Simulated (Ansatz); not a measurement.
An Ansatz (a program for electronic structure) run. Input:

Ansatz 0.2 input:
```yaml
crystal:
  lattice:
    - [-1.2305610291, 1.2305610291, 1.2305610291]
    - [1.2305610291, -1.2305610291, 1.2305610291]
    - [1.2305610291, 1.2305610291, -1.2305610291]
  atoms:
    - { symbol: Be, position: [0.0, 0.0, 0.0] }
kpoints:
  mp_grid: { grid: [28, 28, 28] }
hamiltonian:
  xc: lda
  pseudopotentials: { azcp: { folder: ./paw }, kind: paw }
scf:
  occupations: { method: fermi_dirac, width: 0.1 }
phonons:
  method: dfpt
  response_accuracy: low
  qmesh: [7, 7, 7]
  interpolated_qmesh: [31, 31, 31]
  dielectric: false
  rigid_motions: translations
  temperatures: { t_max: 1000, t_step: 50 }
  qpath:
    path:
      - [[0.0, 0.0, 0.0], [0.5, -0.5, 0.5], [0.0, 0.0, 0.5], [0.0, 0.0, 0.0], [0.25, 0.25, 0.25], [0.5, -0.5, 0.5]]  # Γ-H-N-Γ-P-H
      - [[0.25, 0.25, 0.25], [0.0, 0.0, 0.5]]  # P-N
    npoints: 13
```

Output (shortened):

```
Pseudopotentials: kind: paw
Pseudopotential: Be, paw, valence charge 2
Functional definition: SPW92
Crystal: 1 atoms, lattice volume = 7.454 Å³
Basis set: ecut = 420 eV, 141 PW (Γ), exchange–correlation on 30×30×30 points (8 copies of the dense FFT grid, shifted against one another)
Bands: 5, of which v1, the nominal top of the filled ones, is band 1 counted from 1 (0 counted from 0)
Symmetry: 48 space group operations
k-points: 624 of 21952
PAW frozen core: Be, regenerated for the run's functional, and the local potential with it
Initial density: superposition of atomic densities (chi_scale 0.1, normalization cell)
Initial wavefunctions: pseudopotential atomic-orbital guess
Eigensolver: davidson
Functional: x = slater, c = lda
all-band conjugate gradients solve this SCF's bands
the search or the solves at the SCF's close seem to have found levels that the self-consistency loop had missed (the run counts 2) …
SCF 1 converged in 5 iterations: F = -88.140384 eV  dr2 = 7.28e-14
WARN: eigensolver did not converge (k=1): 1 band(s) unlocked after 20 sweeps at ethr=1.00e-12 eV (lowest unlocked band 4, counted from 0 …
WARN: on the 31×31×31 q-mesh 13 entries of the irreducible table, 1.128e-2 modes per cell, the lowest at -121.72 cm⁻¹, stand at or below zero and are read as …
SCF converged after 5 iterations
Stability not checked: this state was not tested for a lower state beside it, because too few of the mixer's solves of this state at the end of the SCF gave a …
Free energy (F): -88.140384 eV
Harris-Foulkes:  -88.140384 eV  (|F-HF|=1.42e-14)
Internal energy: -88.136241 eV  (E = F + TS)
E sigma→0 (E₀):  -88.138313 eV
Entropy (-TS):   -0.004143 eV (-4.143 meV/atom)
Fermi energy:    9.350486 eV
--- Per-component energies (eV) ---
  E_band       = 6.682582
  E_kinetic    = 22.443482
  E_local      = 3.203584  (includes V_loc(G=0)·N_el)
  E_nonlocal   = 3.924002
  E_hartree    = 0.017255
  E_xc         = -20.575519
  E_vxc        = -21.218773  (∫ρ·V_xc dr)
  E_paw        = -54.594146  (= ΣΔE_a)
  E_vpaw       = -1.704223  (= ΣTr[D̂ρ^β])
  E_aug_tail   =  0.000000  (compensation charges beyond the density's cutoff)
  E_ewald      = -42.585187
  E_core_change = 0.030287  (= ΣΔE_core)
  E_smearing   = -0.004143  (= −TS)
  E_closure    = 0.000000  (closes the sum)
  Σ components = -88.140384   (vs F -88.140384, Δ=0.00e0)
--- Band table (eV; the first three rows and the last of 624) ---
  k-point 0: bands = ["-3.0435", "29.2101", "29.2101", "29.2101", "41.1709"]
  k-point 1: bands = ["-2.9987", "28.9922", "29.0197", "29.1568", "40.5176"]
  k-point 2: bands = ["-2.8642", "28.3228", "28.5030", "28.9987", "38.9663"]
  k-point 623: bands = ["13.3919", "13.3919", "13.3919", "19.5691", "19.5691"]
  band table: 5 of 5 bands, residual norms ≤ 1.0e-3 eV
--- Phonons (Γ-DFPT): 1 representative perturbation + reference (Σ response iterations 2) ---
  ASR residual: 1.384e-5 → 0.000e0 eV/Å²; symmetrization residual: 2.940e-16 eV/Å²
  ASR residual per site (eV/Å²): 1.38e-5
  Γ frequencies (cm⁻¹): 0.00 0.00 0.00
  non-analytic LO–TO correction: not included (Born effective charges unavailable; polar crystals …
--- Phonons (arbitrary-q DFPT): 20 irreducible q on the 7×7×7 mesh ---
  q = [0.0000, 0.0000, 0.0000] (star 1, of the zone-centre solve; hermiticity 1.86e-12, symmetrization 2.12e-11):  0.00  0.00  0.00
  q = [0.0000, 0.0000, 0.1429] (star 12, 2 solved perturbations in 17262 linear systems a pass and spin channel, the states on 11368 of 21952 k-point pairs; hermiticity 2.67e-15, symmetrization 5.68e-15): 86.38 283.14 326.53
  q = [0.0000, 0.0000, 0.2857] (star 12, 2 solved perturbations in 17262 linear systems a pass and spin channel, the states on 11368 of 21952 k-point pairs; hermiticity 1.75e-16, symmetrization 2.53e-16): 87.41 496.46 544.60
  q = [0.0000, 0.0000, 0.4286] (star 12, 2 solved perturbations in 17262 linear systems a pass and spin channel, the states on 11368 of 21952 k-point pairs; hermiticity 1.44e-16, symmetrization 1.74e-15): -89.09 607.27 670.54
  q = [0.0000, 0.1429, 0.1429] (star 24, 2 solved perturbations in 33320 linear systems a pass and spin channel, the states on 21952 of 21952 k-point pairs; hermiticity 4.74e-8, symmetrization 9.68e-16): 196.65 312.67 556.85
  q = [0.0000, 0.1429, 0.2857] (star 48, 3 solved perturbations on 21952 of 21952 k-point pairs: no pair is spared here; hermiticity 4.11e-8, symmetrization 5.10e-18): 223.06 492.30 665.25
  q = [0.0000, 0.1429, 0.4286] (star 24, 2 solved perturbations in 33320 linear systems a pass and spin channel, the states on 21952 of 21952 k-point pairs; hermiticity 5.84e-9, symmetrization 5.75e-16): 228.27 610.86 667.93
  q = [0.0000, 0.2857, 0.2857] (star 24, 2 solved perturbations in 33320 linear systems a pass and spin channel, the states on 21952 of 21952 k-point pairs; hermiticity 1.48e-8, symmetrization 4.49e-16): 394.76 521.96 650.19
  q = [0.1429, 0.1429, 0.1429] (star 8, 1 solved perturbation on 11368 of 21952 k-point pairs; hermiticity 5.30e-16, symmetrization 3.44e-15): 238.33 238.33 703.04
  q = [0.1429, 0.1429, 0.2857] (star 24, 2 solved perturbations in 33320 linear systems a pass and spin channel, the states on 21952 of 21952 k-point pairs; hermiticity 8.77e-9, symmetrization 9.81e-16): 227.66 466.34 654.75
  q = [0.1429, 0.1429, -0.1429] (star 6, 2 solved perturbations in 9044 linear systems a pass and spin channel, the states on 5894 of 21952 k-point pairs; hermiticity 3.19e-15, symmetrization 1.76e-15): 322.74 349.50 349.50
  q = [0.1429, 0.2857, 0.2857] (star 8, 1 solved perturbation on 11368 of 21952 k-point pairs; hermiticity 8.95e-16, symmetrization 1.79e-15): 391.93 488.06 488.06
  q = [0.1429, 0.2857, -0.2857] (star 24, 3 solved perturbations on 11368 of 21952 k-point pairs; hermiticity 5.54e-8, symmetrization 1.48e-16): 357.80 509.57 550.32
  q = [0.1429, 0.4286, -0.4286] (star 24, 3 solved perturbations on 11368 of 21952 k-point pairs; hermiticity 3.12e-9, symmetrization 1.93e-16): 358.47 619.09 678.89
  q = [0.1429, 0.4286, -0.2857] (star 24, 2 solved perturbations in 33320 linear systems a pass and spin channel, the states on 21952 of 21952 k-point pairs; hermiticity 1.93e-9, symmetrization 8.09e-16): 466.08 553.38 665.72
  q = [0.1429, -0.4286, -0.4286] (star 24, 2 solved perturbations in 33320 linear systems a pass and spin channel, the states on 21952 of 21952 k-point pairs; hermiticity 7.63e-9, symmetrization 2.81e-16): 485.19 625.95 679.85
  q = [0.2857, 0.2857, -0.2857] (star 6, 2 solved perturbations in 9044 linear systems a pass and spin channel, the states on 5894 of 21952 k-point pairs; hermiticity 4.41e-16, symmetrization 1.46e-15): 561.92 561.92 575.52
  q = [0.2857, 0.4286, -0.4286] (star 24, 3 solved perturbations on 11368 of 21952 k-point pairs; hermiticity 1.82e-8, symmetrization 1.57e-16): 573.64 638.87 670.29
  q = [0.2857, -0.4286, -0.4286] (star 8, 1 solved perturbation on 11368 of 21952 k-point pairs; hermiticity 3.17e-16, symmetrization 1.78e-15): 605.02 671.51 671.51
  q = [0.4286, 0.4286, -0.4286] (star 6, 2 solved perturbations in 9044 linear systems a pass and spin channel, the states on 5894 of 21952 k-point pairs; hermiticity 1.33e-16, symmetrization 7.18e-16): 661.14 669.25 669.25
  sum rule: each row above includes the acoustic sum rule's correction from the zone centre's row sums; it moved no ω² by more than (0.65 cm⁻¹)²
  mesh force constants: q→R imaginary residual 0.00e0; ASR residual 1.384e-5 → 0.000e0 eV/Å²; symmetrization residual 3.553e-15 eV/Å²
  interpolated dispersion: 80 rows × 3 modes
  density of states and harmonic sums: on the 31×31×31 q-mesh, interpolated from the force constants of a 7×7×7 supercell (no non-analytic term)
  largest difference from the sums on the solved wave vectors: F 6.35e-3 eV, S 9.13e-6 and C_V 2.98e-6 eV/K
  zero-point energy: 0.090801 eV/cell   skipped modes (ω ≤ 0): 16, of them read as no rigid motion or as one in doubt …
```

Cost: around 24 core-minutes (rough) on shared cores.

Space group Im-3m (bcc (W type)). The first step of the workflow began from a Materials Project structure, measured or hypothetical; the Crystallography Open Database copy checked does not list it. It is not the phase usual at ambient conditions (space group No. 194). The cell was relaxed with LDA under the symmetry of its start.

Potentials: the earlier of the program's two PAW sets. The files were generated under PBE; for other functionals the program regenerates the frozen cores, and for LDA and PBEsol the local potential too.

Ansatz is a plane-wave DFT program.
